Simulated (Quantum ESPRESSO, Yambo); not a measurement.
ZnCl₂ (space group P4_2/nmc, No. 137). Cell and atoms were relaxed with PBE+D3(BJ) from Materials Project entry mp-567279, within its symmetry. Chain: PBEsol (pw.x of Quantum ESPRESSO, ONCV potentials, without SOC); G0W0 in Yambo (4×4×1 Γ-centred k mesh, bands 9 to 221 and a 7 Ry block in the screening, 221 bands in G with the Bruneval-Gonze terminator, plasmon pole fitted at 27.2 eV); BSE (6×6×2 mesh, 17 valence and 6 conduction bands, static screening with 88 bands and a 3 Ry block, scissor 2.54 eV, Tamm-Dancoff).

The PBEsol gap (dense path) is 3.67 eV and the PBEsol gap Γ → Γ on the GW mesh is 3.67 eV. The PBEsol smallest direct gap on the GW mesh, at Γ is 3.67 eV and the G0W0 direct gap at that point comes out as 6.21 eV. The G0W0 correction to the gap Γ → Γ is 2.54 eV and the lowest exciton comes out as no binding energy given (see below). The RPA electronic dielectric constant along x is 3.24 (4×4×2 mesh, PBEsol bands).

Rough cost of the Yambo steps against G0W0 for 6 states: BSE about 2×, one RPA spectrum about 1/4.

Nearest settings tried, and what they do to the gap: 146 bands in W, 146 bands in G: +46 meV; 6 Ry block (245 vectors against 309): -31 meV. Not varied: mesh. So the settings aren't converged at that level. The k mesh is coarse. The BSE states are vertical excitations (zero momentum). Convergence of the RPA response with its 4×4×2 mesh was not tested. The lowest state covers only about 2 of the 72 k points, so the mesh doesn't resolve it: its energy and its distance from the direct gap are mesh artefacts. An extended exciton needs a far denser mesh. Axes are Cartesian, with cell vectors (Å) (3.68, 0.00, 0.00), (0.00, 3.68, 0.00), (0.00, 0.00, 10.75).
